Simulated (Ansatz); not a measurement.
MgO in the rocksalt structure, relaxed with r2SCAN, was run in the PAW code Ansatz under altered settings. All numbers are computed, without spin polarisation but where a row says otherwise.

```
CELL_PARAMETERS angstrom
0.00000 2.10217 2.10217
2.10217 0.00000 2.10217
2.10217 2.10217 0.00000
ATOMIC_POSITIONS crystal
Mg 0.00000 0.00000 0.00000
O 0.50000 0.50000 0.50000
```

The base run's other keys:
```yaml
kpoints:
  mp_grid: { grid: [8, 8, 8] }
hamiltonian:
  xc: pbesol
scf:
  occupations: { method: fixed }
  n_extra_bands: 4
```

It takes 6 iterations with 339 plane waves at 420 eV and 29 k points, and leaves a mean stress of +1.11 GPa. The gap over this mesh is 4.687 eV.

Outcomes, with energy and stress as changes against the base:
```csv
setting,outcome,ΔF (meV/atom),Δ mean stress (GPa),gap on the mesh (eV),iterations
"kpoints.mp_grid.grid: [3, 3, 3]",converged,+48,+0.47,4.639,6
scf.occupations: fermi_dirac 0.2,converged,0.0,0.00,4.687,6
"kpoints.mp_grid.grid: [4, 4, 4]",converged,+6.7,+0.02,4.678,6
"kpoints.mp_grid.grid: [1, 1, 1]",converged,+5575,+74.95,3.390,7
basis.ecutwfc: 300,"converged, warned",+244,+1.53,4.622,6
scf.n_extra_bands: 24,converged,0.0,0.00,4.687,6
scf.mixing.beta: 5.0,refused,–,–,–,–
"kpoints.mp_grid.grid: [2, 2, 2]",converged,+451,+4.77,4.411,6
scf.convergence.dr2_threshold: 1e-12,converged,0.0,0.00,4.687,8
scf.occupations: methfessel_paxton 0.05,converged,0.0,0.00,4.687,5
magnetization.initial_magnetization: 2.0,refused,–,–,–,–
scf.mixing.beta: 1.0,converged,0.0,0.00,4.687,6
hamiltonian.xc: r2scan (cutoff then 500 eV),converged,–,-1.10,5.685,6
hamiltonian.xc: mr2scan (cutoff then 500 eV),converged,–,-1.09,5.685,6
```
A dash marks a value that wasn't obtained or can't be compared. Stress is positive in compression.

- kpoints.mp_grid.grid: [1, 1, 1]. The free energy moves by +5575 meV an atom, the mean stress by +74.95 GPa and the gap on the mesh by -1.297 eV (to 3.390). The mesh is too coarse.
- basis.ecutwfc: 300. 229 plane waves in place of 339. The free energy moves by +244 meV an atom, the mean stress by +1.53 GPa and the gap on the mesh by -0.065 eV (to 4.622). The basis is too small: these are errors of the cutoff. Warned: cutoff below recommended.
- scf.mixing.beta: 5.0. It is rejected at once. Error: invalid value for `scf.mixing.beta`: must be finite and in (0, 1]; got 5
- kpoints.mp_grid.grid: [2, 2, 2]. The free energy moves by +451 meV an atom, the mean stress by +4.77 GPa and the gap on the mesh by -0.276 eV (to 4.411). The mesh is too coarse.
- magnetization.initial_magnetization: 2.0. It is rejected at once. Error: inconsistent input (scf.occupations.method, magnetization): a σ = 0 step fill (method: fixed, or a smearing width below the step floor) with no hard lock on the total moment puts the same N_el/2 bands in each spin channel, which gives a total moment of zero, but the starting moments sum to +2.0000 μB […]
- hamiltonian.xc: r2scan. The cutoff follows the functional, from 420 to 500 eV. The mean stress moves by -1.10 GPa and the gap on the mesh by +0.998 eV (to 5.685). It's another functional on the same cell, so totals aren't comparable.
- hamiltonian.xc: mr2scan. The cutoff follows the functional, from 420 to 500 eV. The mean stress moves by -1.09 GPa and the gap on the mesh by +0.998 eV (to 5.685). It's another functional on the same cell, so totals aren't comparable.

Within 1 meV an atom, 0.1 GPa and 0.005 eV of the base stay: scf.occupations: fermi_dirac 0.2; scf.n_extra_bands: 24; scf.convergence.dr2_threshold: 1e-12; scf.occupations: methfessel_paxton 0.05; scf.mixing.beta: 1.0.
